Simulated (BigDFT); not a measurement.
Worked example: self-consistent single point of the molecule C₂H₁₁GeNSi₂ in BigDFT.

All values come from this method and carry its errors: PBE, Daubechies wavelet basis, HGH (Krack) norm-conserving potentials made for PBE, isolated boundary conditions (BigDFT).

SMILES: C=C[SiH2][GeH2][SiH2]N
```xyz
17

C      3.9561     0.1837    -0.0042
C      2.7807    -0.4549     0.0928
Si     1.1939     0.3934     0.3994
Ge    -0.5923    -0.8992    -0.3096
Si    -2.4424     0.4642    -0.3439
N     -3.8613    -0.2770     0.4426
H      4.8198    -0.4539    -0.1892
H      4.0345     1.2684     0.0964
H      2.7655    -1.5343    -0.0160
H      0.9846     0.6310     1.8481
H      1.1481     1.6346    -0.3745
H     -0.2666    -1.3787    -1.7357
H     -0.7250    -2.1127     0.6250
H     -2.8147     0.7467    -1.7374
H     -2.1449     1.7865     0.2680
H     -4.6205    -0.3620    -0.2642
H     -4.2154     0.3642     1.2023
```
Charge 0, spin multiplicity 1.

Reference input (self-consistent single point, DFT, PBE, Daubechies wavelet basis, HGH (Krack) norm-conserving potentials made for PBE, isolated boundary conditions): basis = Daubechies wavelets; dft.hgrids = 0.33 bohr; dft.rmult = 5 8; dft.ixc = 11; potentials = built-in HGH-K PBE; boundary_conditions = free; dft.gnrm_cv = 1e-04; dft.itermax = 80; dft.idsx = 6; dft.nrepmax = 3. This run's input differs from it in these lines:

```diff
@@ -3,3 +3,3 @@
   hgrids: 0.33
-  rmult: [5, 8]
+  rmult: [3, 8]
   ixc: 11
```

Output (repeated stretches shortened):

```
  #------------------------------------------------------------------- Self-Consistent Cycle
 Ground State Optimization:
 - Hamiltonian Optimization: &itrp001
   - Subspace Optimization: &itrep001-01
       Wavefunctions Iterations:
 iter:  1, EKS: -3.87111711908332552E+01, gnrm:  4.25E-01, D: -1.62E+00,
 iter:  2, EKS: -3.93134796495427778E+01, gnrm:  1.81E-01, D: -6.02E-01,
 iter:  3, EKS: -3.94486728729407758E+01, gnrm:  6.01E-02, D: -1.35E-01,
 iter:  4, EKS: -3.94900198173888128E+01, gnrm:  3.72E-02, D: -4.13E-02,
 iter:  5, EKS: -3.94996439812433664E+01, gnrm:  1.94E-02, D: -9.62E-03,
   [... lines left out ...]
 iter:  11, EKS: -3.95059278119328923E+01, gnrm:  8.56E-04, D: -3.15E-05,
 iter:  12, EKS: -3.95059392513658594E+01, gnrm:  5.64E-04, D: -1.14E-05,
 iter:  13, EKS: -3.95059465647241126E+01, gnrm:  4.25E-04, D: -7.31E-06,
 iter:  14, EKS: -3.95059500718975656E+01, gnrm:  2.55E-04, D: -3.51E-06,
 iter:  15, EKS: -3.95059516450850126E+01, gnrm:  1.75E-04, D: -1.57E-06,
 iter:  16, EKS: -3.95059524734942045E+01, gnrm:  1.20E-04, D: -8.28E-07,
 iter:  17, EKS: -3.95059527469521896E+01, gnrm:  7.71E-05, D: -2.73E-07,
       -  &FINAL001  { #---------------------------------------------------------- iter: 18
 iter:  18, EKS: -3.95059529036884953E+01, gnrm:  7.71E-05, D: -1.57E-07,  #FINAL
        #Eigenvalues and New Occupation Numbers
       Orbitals: [
   [... 15 lines left out ...]
 Last Iteration                        : *FINAL001
  #---------------------------------------------------------------------- Forces Calculation
 Total electronic charge               :  35.999999970787
 Electric Dipole Moment (AU):
   P vector                            :  [ -1.066342E-01,  1.174959E-01, -2.556213E-02 ]
   norm(P)                             :  1.60715804E-01
 Electric Dipole Moment (Debye):
   P vector                            :  [ -2.710371E-01,  2.986448E-01, -6.497245E-02 ]
   norm(P)                             :  4.08498790E-01
 BigDFT infocode                       :  0
   [... lines left out ...]
 -  {H: [ 1.364537950338E-03, -1.258790340820E-03, -3.825702074498E-03]} # 0014
 -  {H: [ 1.551642419985E-03, -4.467678800851E-03,  2.270540463255E-03]} # 0015
 -  {H: [ 1.047073603993E-02, -8.946455856660E-04,  1.551630438657E-02]} # 0016
 -  {H: [ 6.250298403483E-03, -2.071705349786E-02, -1.904492375536E-02]} # 0017
 Energy (Hartree)                      : -3.95059529036884953E+01
 Force Norm (Hartree/Bohr)             :  6.68788408051686628E-02
```

The run converged in 18 iterations. Against the reference run the free energy rises by 103 meV/atom and the largest force goes from 1.375 to 1.817 eV/Å.

The grid can part forces that symmetry would make equal. Forces above 1 eV/Å remain at this geometry. This run is one point of a test of settings, so its values need not be converged; read them against the reference run alone. The geometry comes from a cheaper method or was typed, in some cases with atoms then moved at random; it is not relaxed at this level, and the species need not be a known compound. A coarse multiplier of 5 or less cuts the tails of heavy atoms' orbitals, which raises levels.

These are the values that this program gave, and no reference: the built-in potentials of some of these elements keep semicore shells in the core, which can shift energies, forces and lattice constants.

Cost on one core: about 3.0 core-minutes (a rough figure).
